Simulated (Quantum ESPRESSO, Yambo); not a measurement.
Rb₂Te (anti-fluorite, space group Fm-3m, No. 225) under isotropic strain (on all lattice vectors), counted from the cell relaxed with PBEsol, atoms relaxed at each step. PBEsol (pw.x of Quantum ESPRESSO, ONCV potentials, without SOC); G0W0 in Yambo (2×2×2 Γ-centred k mesh, 277 bands and a 8 Ry block in the screening, 277 bands in G with the Bruneval-Gonze terminator, plasmon pole fitted at 27.2 eV).

| strain s (%) | PBEsol direct gap at Γ (eV) | G0W0 direct gap at Γ (eV) |
|---|---|---|
| -3 | ? | ? |
| -1.5 | 2.264 | 3.983 |
| -0.7 | 2.199 | 3.914 |
| 0 | 2.145 | 3.862 |
| +1 | 2.069 | 3.782 |
| +2 | 1.996 | 3.702 |

Problem. Fit a parabola in s to each column by least squares and predict the withheld row.

Solution. PBEsol: E = 2.145 − 0.0772 s + 0.0015 s² (largest residual 0 meV), giving 2.390 eV at s = -3; the run gave 2.392 eV, a miss of 2 meV. G0W0: E = 3.861 − 0.0800 s + 0.0005 s² (largest residual 3 meV), giving 4.105 eV at s = -3; the run gave 4.116 eV, a miss of 11 meV. The withheld row lies outside the fitted range, so this is an extrapolation. The GW settings are held fixed; their convergence isn't established. The screening block changes size along the series (387 vectors at -3 %, 387 vectors at -1.5 %, 387 vectors at -0.7 %, 411 vectors at +0 %, 459 vectors at +1 %, 459 vectors at +2 %), which puts steps into the G0W0 values. Spin-orbit coupling is left out, which matters for elements this heavy: edges can move by tenths of an eV.

The standard potential for Te keeps a d shell in the valence without the s and p states of that shell. In tests on such compounds this moved G0W0 gaps by up to about 0.9 eV, so absolute quasiparticle energies here are unreliable; differences between settings are what counts.

The structure is a Materials Project entry; no match was found in the copy of COD used, and its stability was not checked.
